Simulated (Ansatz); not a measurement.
Consider a crystal of Sn3Te in space group Im-3m (No. 229), with Sn on 6b; Te on 2a.

Method: Ansatz, DFT PBE, scalar-relativistic, plane waves, PAW. Cutoff 420 eV, Γ-centred mesh, Gaussian smearing, no spin polarisation.

Energies over the elements count from the elements' standard structures at the same level, with no fitted energy shifts. The references include grey tin.

Question: Give the relaxed lattice parameters and positions.

Answer:

Space group Im-3m (No. 229). a = 6.257 Å, b = 6.257 Å, c = 6.257 Å, α = 90.00°, β = 90.00°, γ = 90.00°
```json
{"atom": "Sn", "site": "6b", "symmetry": "4/mm.m", "x": "0.5000", "y": "0.0000", "z": "0.0000"}
{"atom": "Te", "site": "2a", "symmetry": "m-3m", "x": "0.0000", "y": "0.0000", "z": "0.0000"}
```

Sn has 2 Te at 3.13 Å and 4 Sn at 3.13 Å; around Te lie 6 Sn at 3.13 Å.

Question: And its energy and gap?

Answer: The formation energy is −0.08 eV/atom and the gap on the 10×10×10 mesh of the 4-atom cell is 0 eV (a metal). A negative formation energy is needed for stability but isn't enough: competing phases decide.

The last run used Gaussian smearing of 0.10 eV. These runs have no spin–orbit coupling, which can matter for Te. The reference form of Te is held partly by dispersion forces, which this level lacks. A structure relaxed within its symmetry needn't be a true minimum.
